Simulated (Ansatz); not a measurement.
Polymorphs of TePt, each relaxed with PBEsol in the plane-wave PAW code Ansatz:

A: CsCl type (Pm-3m)
a = b = c = 3.392 Å, α = β = γ = 90.00°

| atom | site | symmetry | x | y | z |
|---|---|---|---|---|---|
| Pt | 1a | m-3m | 0.0000 | 0.0000 | 0.0000 |
| Te | 1b | m-3m | 0.5000 | 0.5000 | 0.5000 |

B: Pmma
a = 3.601 Å, b = 3.494 Å, c = 7.236 Å, α = 90.00°, β = 90.00°, γ = 90.00°

```json
[
 {"atom": "Pt", "site": "2e", "symmetry": "mm2", "x": "0.7500", "y": "0.0000", "z": "0.1438"},
 {"atom": "Te", "site": "2f", "symmetry": "mm2", "x": "0.2500", "y": "0.5000", "z": "0.2788"}
]
```

Task: Put the candidates in order of energy per atom at 0 K, lowest first, for PBEsol.

Result: B (+0 meV/atom), A (+197 meV/atom)

Typed or built starts, not in the databases checked: A; B. All cells were relaxed under the symmetry of their starts (and spin orders); stability against distortions was not tested throughout. Rows with no word on spin ran without spin polarisation. Scalar-relativistic: spin–orbit coupling is off unless named, which matters more the heavier the elements.

Energies hold the estimated change up to a 700 eV cutoff; steps of a few meV lie near the error of the meshes.

Potentials: the later of the program's two PAW sets.
